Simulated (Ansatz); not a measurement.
**Electric field gradients in NaAu**

All numbers below come from DFT PBE, scalar-relativistic, plane waves, PAW in Ansatz 0.2.0. Plane waves to 420 eV; Γ-centred k mesh 14×14×10; Fermi-Dirac smearing of 0.15 eV. No spin polarisation.

Equilibrium structure at this level:
```
Na Au
1.0
     2.20714   -2.20729    0.00000
     2.20714    2.20729    0.00000
     0.00000    0.00000    4.26324
Na Au
1 1
Cartesian
  2.2071 0.0000 2.1316
  0.0000 0.0000 0.0000
```

The cell was built by swapping an element in a database structure (itself possibly hypothetical) and relaxing; it need not be the stable form of this composition. In a metal these results depend on the k mesh and the smearing. Spin–orbit coupling is left out, which matters for gradients at heavy nuclei.

Task: Give V_zz (10²¹ V/m²) and the asymmetry η at each distinct site.

Result:
```json
{"atom": "Na (atom 1)", "V_zz": "-0.992", "η": "0.00"}
{"atom": "Au (atom 2)", "V_zz": "17.83", "η": "0.00"}
```